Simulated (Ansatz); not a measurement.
Polymorphs of LiF, each relaxed with plane-wave PAW PBEsol (Ansatz code):

A: rock salt (Fm-3m)
a = b = c = 4.0066 Å, α = β = γ = 90.00°

```json
[
 {"atom": "Li", "site": "4a", "symmetry": "m-3m", "x": "0.0000", "y": "0.0000", "z": "0.0000"},
 {"atom": "F", "site": "4b", "symmetry": "m-3m", "x": "0.5000", "y": "0.5000", "z": "0.5000"}
]
```

B: P6_3/mmc
a = b = 3.2958 Å, c = 4.0141 Å, α = β = 90.00°, γ = 120.00°

```json
[
 {"atom": "Li", "site": "2d", "symmetry": "-6m2", "x": "0.6667", "y": "0.3333", "z": "0.2500"},
 {"atom": "F", "site": "2c", "symmetry": "-6m2", "x": "0.3333", "y": "0.6667", "z": "0.2500"}
]
```

C: zinc blende (F-43m)
a = b = c = 4.3101 Å, α = β = γ = 90.00°

```json
[
 {"atom": "Li", "site": "4a", "symmetry": "-43m", "x": "0.0000", "y": "0.0000", "z": "0.0000"},
 {"atom": "F", "site": "4d", "symmetry": "-43m", "x": "0.7500", "y": "0.7500", "z": "0.7500"}
]
```

Q: Put the candidates in order of energy per atom at 0 K, lowest first, for PBEsol.

A: A (+0 meV/atom), B (+16 meV/atom), C (+33 meV/atom)

Q: Give each one's gap.

A: A 9.06 eV; B 7.59 eV; C 7.68 eV.

Typed or built starts, not in the databases checked: B; C. Not the usual ambient phase: B; C. All cells were relaxed under the symmetry of their starts (and spin orders); stability against distortions was not tested throughout.

Energies hold the estimated change up to a 700 eV cutoff; steps of a few meV lie near the error of the meshes.

Potentials: the earlier of the program's two PAW sets. The files were generated under PBE; for other functionals the program regenerates the frozen cores, and for LDA and PBEsol the local potential too.
